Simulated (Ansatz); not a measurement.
Zn:
```
Zn
1.0
    0.00000     1.91884     1.91884
    1.91884     0.00000     1.91884
    1.91884     1.91884     0.00000
Zn
1
Direct
  0.00000   0.00000   0.00000
```

This is the PBEsol-relaxed structure.

Question: All from DFT-PBEsol in the program Ansatz with PAW potentials, unless another level is named. Give the zero-point energy.

Answer: 21.9 meV/atom.

Question: Give the vibrational entropy at 300 K.

Answer: 41.3 J/(K·mol of atoms).

Question: What about the bulk modulus (Birch–Murnaghan fit)?

Answer: 86.3 GPa.

Space group Fm-3m (fcc (Cu type)). The first step of the workflow began from a Materials Project structure, measured or hypothetical; the Crystallography Open Database copy checked does not list it. It is not the phase usual at ambient conditions (space group No. 194). The cell was relaxed with PBEsol under the symmetry of its start. At this level the phase is mechanically unstable.

Potentials: the later of the program's two PAW sets.
